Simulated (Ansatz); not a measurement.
Relaxed MoSi$_{2}$ (MoSi2 type, space group I4/mmm):

```
MoSi2
1.0
   -1.60850     1.60850     3.93661
    1.60850    -1.60850     3.93661
    1.60850     1.60850    -3.93661
Mo Si
1 2
Direct
  0.00000   0.00000   0.00000
  0.33511   0.33511   0.00000
  0.66489   0.66489   0.00000
```

Scan: atom 2 (Si, nearest neighbour Si at 2.596 Å; its periodic images, 3.2 Å or more away, move with it) is displaced towards the nearest neighbour, direction (0.000, 0.000, 1.000) in Cartesian axes, by s. The other atoms stay.

All values below come from PBE (plane waves to 420 eV, PAW, scalar-relativistic; Ansatz, a first-principles code). k mesh 16×16×16 (Γ-centred), Fermi-Dirac smearing 0.05 eV. E stands for the smeared free energy. With partly filled bands, energies and forces of such displacements shift with the k mesh and the smearing. MoSi2 is run without spin polarisation. MoSi2 was relaxed with its symmetry unable to fall. The PAW data are Ansatz's earlier set. The zero of ΔE is the undisplaced structure. The last digit holds for this mesh only.

```json
[
 {"s (Å)": "-0.260", "ΔE (meV/cell)": "419.4"},
 {"s (Å)": "-0.208", "ΔE (meV/cell)": "266.4"},
 {"s (Å)": "-0.156", "ΔE (meV/cell)": "149.1"},
 {"s (Å)": "-0.104", "ΔE (meV/cell)": "withheld"},
 {"s (Å)": "-0.052", "ΔE (meV/cell)": "16.5"},
 {"s (Å)": "0.000", "ΔE (meV/cell)": "0.0"},
 {"s (Å)": "0.052", "ΔE (meV/cell)": "17.0"},
 {"s (Å)": "0.104", "ΔE (meV/cell)": "68.4"},
 {"s (Å)": "0.156", "ΔE (meV/cell)": "155.8"},
 {"s (Å)": "0.208", "ΔE (meV/cell)": "281.4"},
 {"s (Å)": "0.260", "ΔE (meV/cell)": "448.1"}
]
```

Task: Fit a polynomial form (powers 2, 3, 4) to the given rows and predict ΔE at s = -0.104.

Result: Least squares on the 10 given rows: ΔE = (6181)·s² + (822.5)·s³ + (3477)·s⁴, in meV/cell with s in Å; root-mean-square residual 0.15 meV/cell. At -0.104 the fit gives 66.3 meV/cell; the calculation gives 66.1 meV/cell, so the interpolation is off by 0.2 (+0.3 %). The quadratic term alone would give 66.9 meV/cell.

(For displaced atoms, the force is minus the slope of the energy, and its curvature is a force constant, which sets phonon frequencies.)
